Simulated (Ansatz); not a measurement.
AlNi2: strain energy, fitted

AlNi2, P-3m1, a = 3.975 Å, c = 4.906 Å. The structure is a Materials Project entry; whether it is the stable form wasn't checked. Ansatz: PBEsol, PAW, 420 eV, Γ-centred 12×12×8 mesh on 6 atoms, Gaussian smearing 0.10 eV; no spin polarisation. Series: shear of c along a, cell held, atoms relaxed; x is the strain in per cent (engineering shear). y is the free energy over the unstrained cell, V0 = 11.188 Å³/atom. Symmetry makes y even in x.

| x (%) | y (meV/atom) |
| --- | --- |
| 0.0 | 0.00 |
| 1.0 | 0.17 |
| 2.0 | 0.68 |
| 3.0 | 1.53 |
| 4.0 | ? |

Problem. Fit y = c2 x² + c4 x⁴ to the other rows, turn c2 into a modulus, and predict the missing energy.

Solution. Least squares on the rows shown. y = 0.1700 x² + 0 x⁴. In eV per unit strain² c2 is 1.700; this is the shear stiffness (E = ½ C V0 γ²): 2 × 1.700 × 160.2 / (11.188) = 49 GPa. Energies this small carry numerical noise of a few hundredths of a meV. At x = 4.0 the fit asked for gives 2.72 meV/atom. The run gave 2.71 meV/atom, so the fit is 0.01 meV/atom too high, a small miss on the scale of the series. The form still works here, 33 % of the fitted range beyond its end.

1 further run of this set didn't finish or converge.

Cost: 5 runs of about 17 core-minutes in all, on Arm Neoverse V2 (shared hosts).